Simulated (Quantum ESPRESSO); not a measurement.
## Kohn-Sham bands of ZnHgS2 (R3m)

```
CELL_PARAMETERS angstrom
     -2.01837     3.49591     0.00000
     -4.03673     0.00000     0.00000
     -2.01837     1.16530     6.65030
ATOMIC_POSITIONS crystal
  Zn 0.49913 0.49913 0.50261
  Hg 0.00287 0.00287 0.99140
  S  0.13131 0.13131 0.60608
  S  0.61668 0.61668 0.14996
```

Cell from Materials Project (mp-1215447), symmetrised, no further relaxation. Not found in the COD (Crystallography Open Database) copy used; not checked further. Level: PBEsol, spinors with spin-orbit coupling; pw.x of Quantum ESPRESSO at 68 Ry with PseudoDojo potentials, 4×4×4 k-points, Wannier90. Density: 10×10×10 mesh, Gaussian smearing 0.01 Ry. With spin-orbit coupling a semilocal functional can close or falsely invert a small gap; the band order was not checked against a better method. The gap is small at this level and was sampled on the meshes and a path alone.

Problem. List the Kohn-Sham levels between −8 and 3.2 eV relative to the valence-band maximum at the high-symmetry points, as a band run of pw.x on that density gives them (levels within 2 meV counted together).

Solution. 
```tsv
point	k (reciprocal lattice)	levels (eV)
Γ	0.000 0.000 0.000	-7.41 (×2), -7.31 (×2), -6.73 (×2), -6.51 (×2), -6.47 (×2), -6.27 (×2), -6.17 (×2), -5.82 (×2), -5.45 (×2), -5.42 (×2), -5.32 (×2), -1.32 (×2), -1.28 (×2), -0.34 (×2), -0.01 (×2), 0.00 (×2), 0.23 (×2), 2.28 (×2)
T	0.000 0.000 -0.500	-7.40 (×2), -7.36 (×2), -6.72 (×2), -6.70 (×2), -6.46 (×2), -6.27 (×2), -6.18 (×2), -6.06 (×2), -5.59 (×2), -5.44 (×2), -3.52 (×2), -2.64 (×2), -1.16 (×2), -1.11 (×2), -0.24 (×2), -0.22 (×2), 1.95 (×2), 2.11 (×2)
H_2	-0.313 0.313 -0.500	-7.34, -7.20, -7.07, -6.96, -6.64, -6.55, -6.46, -6.40, -6.33, -6.31, -6.29, -6.15, -6.12, -6.02, -5.75, -5.57, -5.43, -5.26, -5.20, -5.12, -4.91, -4.90, -4.71, -4.44, -3.12, -3.08, -2.57, -2.34, -1.79, -1.76, -1.69, -1.53, 2.98, 3.03
H_0	-0.374 0.313 -0.187	-7.34, -7.20, -7.07, -6.96, -6.64, -6.55, -6.46, -6.40, -6.33, -6.31, -6.29, -6.15, -6.12, -6.02, -5.75, -5.57, -5.43, -5.26, -5.20, -5.12, -4.91, -4.90, -4.71, -4.44, -3.12, -3.08, -2.57, -2.34, -1.79, -1.76, -1.69, -1.53, 2.98, 3.03
L	0.000 0.500 0.000	-7.33 (×2), -7.02 (×2), -6.64 (×2), -6.45 (×2), -6.33 (×2), -6.23 (×2), -6.10 (×2), -5.80 (×2), -5.54 (×2), -5.23 (×2), -4.61 (×2), -4.19 (×2), -2.58 (×2), -2.37 (×2), -2.05 (×2), -1.25 (×2)
S_0	-0.344 0.344 0.000	-7.34, -7.20, -7.07, -6.96, -6.64, -6.55, -6.46, -6.39, -6.33, -6.31, -6.29, -6.15, -6.11, -6.02, -5.75, -5.55, -5.44, -5.25, -5.21, -5.13, -4.91, -4.90, -4.67, -4.39, -3.20, -3.16, -2.54, -2.31, -1.92, -1.77, -1.65, -1.55, 3.03, 3.07
S_2	-0.344 0.313 -0.344	-7.34, -7.20, -7.07, -6.96, -6.64, -6.55, -6.46, -6.39, -6.33, -6.31, -6.29, -6.15, -6.11, -6.02, -5.75, -5.55, -5.44, -5.25, -5.21, -5.13, -4.91, -4.90, -4.67, -4.39, -3.20, -3.16, -2.54, -2.31, -1.92, -1.77, -1.65, -1.55, 3.03, 3.07
F	-0.500 0.000 -0.500	-7.33 (×2), -7.02 (×2), -6.57 (×2), -6.47 (×2), -6.36 (×2), -6.25 (×2), -6.06 (×2), -5.76 (×2), -5.48 (×2), -5.21 (×2), -5.03 (×2), -4.54 (×2), -2.42 (×2), -2.26 (×2), -1.11 (×2), -0.81 (×2), 1.80 (×2), 3.19 (×2)
```
